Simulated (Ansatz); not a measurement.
**KB3H8 — core-level photoemission**

Cell: a structure deposited in the COD whose atoms were relaxed with PBE, the cell held; a hole's nearest image is 5.3 Å away.

Space group P2_1/m (No. 11); a = 5.3230, b = 8.1280, c = 5.5732 Å, β = 94.63°.

```
site  Wyckoff  site symmetry       x       y       z
  K1       2e              m  0.2275  0.7500  0.8956
  B3       4f              1  0.2108  0.1397  0.7696
  B7       2e              m  0.3673  0.2500  0.5509
  H9       4f              1  0.3243  0.0761  0.6011
 H13       4f              1  0.3255  0.0878  0.9503
 H17       4f              1  0.9989  0.0866  0.7295
 H21       2e              m  0.2791  0.2500  0.3442
 H23       2e              m  0.5956  0.2500  0.5745
```

One atom of each set is listed.

The numbers come from a DFT calculation in Ansatz (PBE, plane waves and PAW, scalar-relativistic, 420 eV cutoff, Γ-centred 5×3×5 k-points, fixed occupations).

Each value is a total-energy difference between the cell with one core hole and the ground state (ΔSCF), the electron removed. The valence electrons get no spin in the cell with the hole, so they can't polarise against the unpaired core electron; that puts absolute values high, by some tenths of an eV and in some cases by about 1 eV. These are bare differences without image correction or alignment, so only shifts between sites of one element carry meaning.

Q: How far do the B 1s lines of the distinct sites lie apart?

A: 

| line | atom | first shell | shift from the lowest of its kind (eV) |
| --- | --- | --- | --- |
| B 1s | 3 | 3 H at 1.21–1.27 Å, 2 B at 1.77–1.79 Å; also 2 K at 3.23–3.24 Å | 0.00 |
| B 1s | 7 | 4 H at 1.21–1.46 Å, 2 B at 1.77 Å | 1.24 |

Shifts between sites are good to a few tenths of an eV; absolute PBE values can be off by an eV or more. Multiplets, satellites and widths aren't calculated.

Hardware: 1 thread of Intel Xeon 6975P-C (Granite Rapids) (x86_64; 48 cores open to the job, memory cap 2.5 GiB, no GPU), a shared host with a load of 0.5 a core. Wall time 85 s, CPU time 85 s, peak memory 0.71 GiB.
